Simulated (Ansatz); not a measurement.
HfO2:
```
HfO2
1.0
    4.83851     0.00000     0.00000
    0.00000     4.83851     0.00000
    0.00000     0.00000     3.22052
Hf O
2 4
Direct
  0.00000   0.00000   0.00000
  0.50000   0.50000   0.50000
  0.19492   0.80508   0.50000
  0.80508   0.19492   0.50000
  0.69492   0.69492   0.00000
  0.30508   0.30508   0.00000
```

x, y and z are the axes in which the lattice vectors are written.

Question: Give the high-frequency dielectric tensor and the Born effective charge tensors of the independent atoms from DFPT, the program Ansatz at the r²SCAN level (PAW).

Answer: 
ε∞:
```
4.19  0.00  0.00
0.00  4.19  0.00
0.00  0.00  4.72
```
Z* of atom 1 (Hf), rows: field, columns: displacement, in e:
```
5.27  0.61  0.00
0.61  5.27  0.00
0.00  0.00  6.15
```
Z* of atom 3 (O), rows: field, columns: displacement, in e:
```
-2.64   1.30   0.00
 1.30  -2.64   0.00
 0.00   0.00  -3.08
```

Static charges for comparison (Bader): Hf1 +2.75, O3 -1.38 e. Born charges measure polarisation by displacement and can exceed these by far.

Space group P4_2/mnm (rutile). The first step of the workflow began from a Materials Project structure, measured or hypothetical; the Crystallography Open Database copy checked does not list it. It is not the phase usual at ambient conditions (space group No. 14, 29). Symmetry was held in the r²SCAN relaxation; its stability against distortions is not shown here. The run is not spin-polarised. Spin–orbit coupling is left out wherever it is not named.

Potentials: the earlier of the program's two PAW sets. The files were generated under PBE; for other functionals the program regenerates the frozen cores, and for LDA and PBEsol the local potential too.
